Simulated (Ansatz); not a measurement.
The cell of Rb2TiPtC6N6 is invented: cyanide-bridged rock-salt net of two metals, 2 guest cations a cell (Fm-3m, No. 225). The dimensions are guesses.

```yaml
crystal:
  lattice:
    - [0.00000, 5.11550, 5.11550]
    - [5.11550, 0.00000, 5.11550]
    - [5.11550, 5.11550, 0.00000]
  atoms:
    - { symbol: Rb, position: [0.25000, 0.25000, 0.25000] }
    - { symbol: Rb, position: [0.75000, 0.75000, 0.75000] }
    - { symbol: Ti, position: [0.00000, 0.00000, 0.00000] }
    - { symbol: Pt, position: [0.50000, 0.50000, 0.50000] }
    - { symbol: C, position: [0.81058, 0.18942, 0.18942] }
    - { symbol: C, position: [0.18942, 0.81058, 0.18942] }
    - { symbol: C, position: [0.18942, 0.18942, 0.81058] }
    - { symbol: C, position: [0.18942, 0.81058, 0.81058] }
    - { symbol: C, position: [0.81058, 0.18942, 0.81058] }
    - { symbol: C, position: [0.81058, 0.81058, 0.18942] }
    - { symbol: N, position: [0.69622, 0.30378, 0.30378] }
    - { symbol: N, position: [0.30378, 0.69622, 0.30378] }
    - { symbol: N, position: [0.30378, 0.30378, 0.69622] }
    - { symbol: N, position: [0.30378, 0.69622, 0.69622] }
    - { symbol: N, position: [0.69622, 0.30378, 0.69622] }
    - { symbol: N, position: [0.69622, 0.69622, 0.30378] }
```

The calculation used Ansatz 0.2.0, DFT PBE, scalar-relativistic, plane waves, PAW. Cutoff 420 eV, Gaussian smearing, Γ-centred meshes. Cell and atoms relax first on a coarse mesh and then on a finer one. In between, the cell is made exact in the group found at 0.06 Å. In metals the finer mesh still leaves noise of several meV/atom or more. The steps can't lower the symmetry of their start. Collinear spin, starting moments Ti 1.0 μB.

A guess keeps its type if space group and coordination stay and the shape of the cell changes little (axis ratios within about 15 %, angles within 6°); the volume may change.

Q: Will the relaxed cell still be of the starting type?

A: It keeps its type. The symmetry stays Fm-3m (No. 225). The volume per atom grows by 28.2 %, from 16.7 to 21.4 Å³. The shortest distance goes from 1.17 Å (C–N) to 1.18 Å (C–N). Counting neighbours within 15 % of an atom's shortest distance, the start has C 1, N 1, Pt 6, Rb 24, Ti 6 and the end C 1, N 1, Pt 6, Rb 24, Ti 6.

The last run used collinear spin, a 6×6×6 mesh for its 16-atom cell and Gaussian smearing of 0.10 eV. These runs have no spin–orbit coupling, which can matter for Pt. Another magnetic order may lie lower. A structure relaxed within its symmetry needn't be a true minimum.
